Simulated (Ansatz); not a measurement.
**ScGa, first-principles data**

ScGa:
```yaml
crystal:
  lattice:
    - [2.02438, -5.08519, 0.00000]
    - [2.02438, 5.08519, 0.00000]
    - [0.00000, 0.00000, 3.86840]
  atoms:
    - { symbol: Sc, position: [0.13775, 0.86225, 0.75000] }
    - { symbol: Sc, position: [0.86225, 0.13775, 0.25000] }
    - { symbol: Ga, position: [0.41935, 0.58065, 0.75000] }
    - { symbol: Ga, position: [0.58065, 0.41935, 0.25000] }
```

Space group Cmcm (No. 63); conventional cell a = 4.049 Å, b = 10.170 Å, c = 3.868 Å, α = 90.00°, β = 90.00°, γ = 90.00°.

Method: the program Ansatz at the r²SCAN level (PAW). The cell and atoms are relaxed at this level. Other levels are named where they apply.

Cell and energy:

- Volume per atom = 19.91 Å³
- Density = 4.78 g/cm³
- Formation energy from the elements (no fitted shifts) = -0.70 eV/atom

Electronic structure:

- Electronic character: metallic (no gap)
- Density of states at the Fermi level: 0.85 states/eV per atom (mean over ±0.08 eV)

The workflow started from a Materials Project entry (that database holds measured and hypothetical structures alike); the Crystallography Open Database files this formula in space group No. 63, but the cells were not matched. Its standing as an ambient phase is unchecked. Symmetry was held in the r²SCAN relaxation; whether a distortion lowers the energy is not shown. No spin polarisation was allowed. Axis ratios of metals converge slowly with the k-mesh, so a and c are less sure than the volume. The references are the lowest solids computed at this level, not always the standard phases. Spin–orbit coupling is left out wherever it is not named.

Potentials: the later of the program's two PAW sets.
